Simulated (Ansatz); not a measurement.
Each is relaxed and computed with the program Ansatz at the PBEsol level (PAW). Which is the only metal?
(A) NaF, rock salt
(B) NaH, rock salt
(C) NaCl, rock salt
(D) CoGe, rock salt

D, CoGe, rock salt. CoGe: metal; NaCl: gap 5.01 eV (direct); NaH: gap 3.61 eV (indirect); NaF: gap 6.20 eV (direct). Constructed cells (a structure type filled with these elements, in neither database checked): CoGe, rock salt. Began spin-polarised and lost the moments: CoGe, rock salt. Unstable at this level: CoGe, rock salt. All cells were relaxed under the symmetry of their starts (and spin orders); stability against distortions was not tested throughout. Spin–orbit coupling is left out wherever it is not named.

Potentials: the later of the program's two PAW sets.
